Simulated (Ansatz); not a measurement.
LaGaO$_{3}$ (space group R-3c)

```yaml
crystal:
  lattice:
    - [2.73391, 1.57843, 4.38110]
    - [-2.73391, 1.57843, 4.38110]
    - [0.00000, -3.15685, 4.38110]
  atoms:
    - { symbol: La, position: [0.25000, 0.25000, 0.25000] }
    - { symbol: La, position: [0.75000, 0.75000, 0.75000] }
    - { symbol: Ga, position: [0.00000, 0.00000, 0.00000] }
    - { symbol: Ga, position: [0.50000, 0.50000, 0.50000] }
    - { symbol: O, position: [0.75000, 0.18772, 0.31228] }
    - { symbol: O, position: [0.25000, 0.81228, 0.68772] }
    - { symbol: O, position: [0.31228, 0.75000, 0.18772] }
    - { symbol: O, position: [0.68772, 0.25000, 0.81228] }
    - { symbol: O, position: [0.18772, 0.31228, 0.75000] }
    - { symbol: O, position: [0.81228, 0.68772, 0.25000] }
```

The atoms are displaced by Q × the pattern below (from a DFPT mode at Γ, largest move 1; Q in Å), at fixed cell. It is one choice among 2 degenerate patterns.

```json
[
 {"atom": "La1", "x": "0.000", "y": "-0.060", "z": "0.000"},
 {"atom": "La2", "x": "0.000", "y": "-0.060", "z": "0.000"},
 {"atom": "Ga3", "x": "-0.193", "y": "-0.352", "z": "0.000"},
 {"atom": "Ga4", "x": "0.193", "y": "-0.352", "z": "0.000"},
 {"atom": "O5", "x": "-0.395", "y": "0.914", "z": "-0.088"},
 {"atom": "O6", "x": "-0.395", "y": "0.914", "z": "-0.088"},
 {"atom": "O7", "x": "0.395", "y": "0.914", "z": "-0.088"},
 {"atom": "O8", "x": "0.395", "y": "0.914", "z": "-0.088"},
 {"atom": "O9", "x": "0.000", "y": "0.230", "z": "0.175"},
 {"atom": "O10", "x": "0.000", "y": "0.230", "z": "0.175"}
]
```

Level of theory: LDA (plane waves to 420 eV, PAW, scalar-relativistic; Ansatz, an electronic-structure program). k mesh 8×8×8 (Γ-centred), Fermi-Dirac smearing 0.05 eV. LaGaO3 is run without spin polarisation. LaGaO3 was relaxed with its symmetry unable to fall. This is one of several known forms of LaGaO3; the measured ambient cells at hand have space group No. 62.

At one point of the scan the forces (eV/Å) are:

```json
[
 {"atom": "La1", "Fx": "-0.752", "Fy": "-1.396", "Fz": "-0.011"},
 {"atom": "La2", "Fx": "0.752", "Fy": "-1.396", "Fz": "-0.011"},
 {"atom": "Ga3", "Fx": "-1.279", "Fy": "-2.683", "Fz": "-0.059"},
 {"atom": "Ga4", "Fx": "1.279", "Fy": "-2.683", "Fz": "-0.059"},
 {"atom": "O5", "Fx": "-1.722", "Fy": "2.267", "Fz": "0.198"},
 {"atom": "O6", "Fx": "0.195", "Fy": "1.235", "Fz": "-0.601"},
 {"atom": "O7", "Fx": "-0.195", "Fy": "1.235", "Fz": "-0.601"},
 {"atom": "O8", "Fx": "1.722", "Fy": "2.267", "Fz": "0.198"},
 {"atom": "O9", "Fx": "-0.077", "Fy": "0.577", "Fz": "0.474"},
 {"atom": "O10", "Fx": "0.077", "Fy": "0.577", "Fz": "0.474"}
]
```

Problem. Which point is it?
(A) Q = -0.047 Å
(B) Q = -0.280 Å
(C) Q = -0.093 Å
(D) Q = -0.187 Å

Solution. B, Q = -0.280 Å

(A displaced cell: forces are minus the slopes of the energy, force constants its curvatures, and phonons follow from these.)
